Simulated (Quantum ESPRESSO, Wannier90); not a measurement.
## Wannier functions of ZnO (wurtzite)

Cell from Materials Project (mp-2133), symmetrised, no further relaxation. COD (Crystallography Open Database) has the formula in 2 space groups, this one among them (matched by group alone). Computed values, not measurements, from PBEsol: Quantum ESPRESSO (norm-conserving PseudoDojo potentials, cutoff 68 Ry, no spin polarisation, no spin-orbit coupling) on a Γ-centred 12×12×4 mesh, then Wannier90. Density: 12×12×6 mesh, Gaussian smearing 0.01 Ry.

```
begin unit_cell_cart
ang
    3.2373498524    0.0000000000    0.0000000000
   -1.6186749262    2.8036272131    0.0000000000
    0.0000000000    0.0000000000    5.2220600000
end unit_cell_cart
mp_grid = 12 12 4
```

Task: Which shells of neighbouring k-points and which b-vectors and weights does Wannier90 pick for this cell and mesh?

Result: 
```
 *---------------------------------- K-MESH ----------------------------------*
 +----------------------------------------------------------------------------+
 |                    Distance to Nearest-Neighbour Shells                    |
 |                    ------------------------------------                    |
 |          Shell             Distance (Ang^-1)          Multiplicity         |
 |          -----             -----------------          ------------         |
 |             1                   0.186758                      6            |
 |             2                   0.300800                      2            |
 |             3                   0.323474                      6            |
 |             4                   0.354061                     12            |
 |             5                   0.373515                      6            |
 |             6                   0.441719                     12            |
 |             7                   0.479577                     12            |
 |             8                   0.494114                     12            |
       ... (lines left out)
 +----------------------------------------------------------------------------+
 | The b-vectors are chosen automatically                                     |
 | The following shells are used:                       1,  2                 |
 +----------------------------------------------------------------------------+
 |                        Shell   # Nearest-Neighbours                        |
 |                        -----   --------------------                        |
 |                          1               6                                 |
 |                          2               2                                 |
 +----------------------------------------------------------------------------+
 | Completeness relation is fully satisfied [Eq. (B1), PRB 56, 12847 (1997)]  |
 +----------------------------------------------------------------------------+
 |                  b_k Vectors (Ang^-1) and Weights (Ang^2)                  |
 |                  ----------------------------------------                  |
 |            No.         b_k(x)      b_k(y)      b_k(z)        w_b           |
 |            ---        --------------------------------     --------        |
 |             1         0.000000    0.186758    0.000000     9.557010        |
 |             2         0.161737    0.093379    0.000000     9.557010        |
 |             3         0.000000   -0.186758    0.000000     9.557010        |
 |             4         0.161737   -0.093379    0.000000     9.557010        |
 |             5        -0.161737   -0.093379    0.000000     9.557010        |
 |             6        -0.161737    0.093379    0.000000     9.557010        |
 |             7         0.000000    0.000000    0.300800     5.526039        |
 |             8         0.000000    0.000000   -0.300800     5.526039        |
```
